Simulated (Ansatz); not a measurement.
Squeezing TiC (rocksalt type)

```xyz
2
Lattice="0.0000 2.1663 2.1663 2.1663 0.0000 2.1663 2.1663 2.1663 0.0000" Properties=species:S:1:pos:R:3 pbc="T T T"
Ti    0.0000    0.0000    0.0000
C     2.1663    2.1663    2.1663
```

The cell comes from a relaxation on PAW files under the same functional, begun from a prototype that needn't be the stable phase.

Its volume is scaled at fixed shape and fractional positions.

Level of theory: DFT with PBE, scalar-relativistic, in Ansatz 0.2.0; a Γ-centred 15×15×15 k mesh, Fermi–Dirac smearing of 0.05 eV, no spin polarisation. LAPW: all electrons, basis error target 1 meV/atom; PAW: frozen-core files, cutoff 420 eV; crystal datasets: all electrons, by PAW datasets that the program makes for each cell; norm-conserving: pseudopotentials, cutoff 1155 eV; PAW (cutoff 800 eV): frozen-core files, cutoff 800 eV.

Energies are extrapolated to zero smearing and count from the unscaled cell; pressure is positive in compression; gaps take the mesh and a band path. No temperature or zero-point motion is included.

| V/V0 | V (Å³/atom) | P LAPW (GPa) | ΔE LAPW (eV/atom) | P PAW − LAPW (GPa) | ΔE PAW − LAPW (meV/atom) |
| --- | --- | --- | --- | --- | --- |
| 1.00 | 10.17 | 0.02 | 0.000 | 0.03 | 0.0 |
| 0.94 | 9.56 | ? | ? | ? | ? |
| 0.88 | 8.95 | 41.4 | 0.142 | -0.01 | 0.1 |
| 0.80 | 8.13 | 87.1 | 0.460 | -0.07 | -0.1 |
| 0.72 | 7.32 | 157.1 | 1.067 | -0.09 | -0.6 |
| 0.64 | 6.51 | 267.1 | 2.122 | -0.11 | -1.1 |
| 0.55 | 5.59 | 474.6 | 4.185 | -0.23 | -2.1 |

Fit the Vinet equation to the LAPW pressures shown (residuals weighted by 1/(|P| + 0.03·Pmax)), and predict the pressure of the withheld row.

The fit gives V0 = 10.17 Å³/atom, B0 = 248 GPa and B0′ = 4.18. At 9.56 Å³/atom, x = (V/V0)^(1/3) = 0.9796, and P = 3·B0·(1 − x)/x²·exp[1.5·(B0′ − 1)·(1 − x)] = 17.47 GPa. The run itself gave 17.58 GPa (-0.6 % off) and ΔE = 0.032 eV/atom.

At the smallest volume, how far do crystal datasets and norm-conserving and PAW (cutoff 800 eV) lie from LAPW in pressure?

crystal datasets: +0.01 GPa; norm-conserving: +0.91 GPa; PAW (cutoff 800 eV): -0.49 GPa, on a LAPW pressure of 474.6 GPa.

How do the Löwdin populations by LAPW change from the unscaled cell to the last row?

Ti 3s 1.94 → 1.86, Ti 4s 0.44 → 0.39, Ti 3p 5.99 → 5.93, Ti 3d 2.78 → 3.45, C 2s 1.40 → 1.18, C 2p 3.41 → 3.18 electrons an atom. These are projections on the shells that the free atoms fill; 0.04 e a cell lies outside them at the start and 0.04 e at the end.
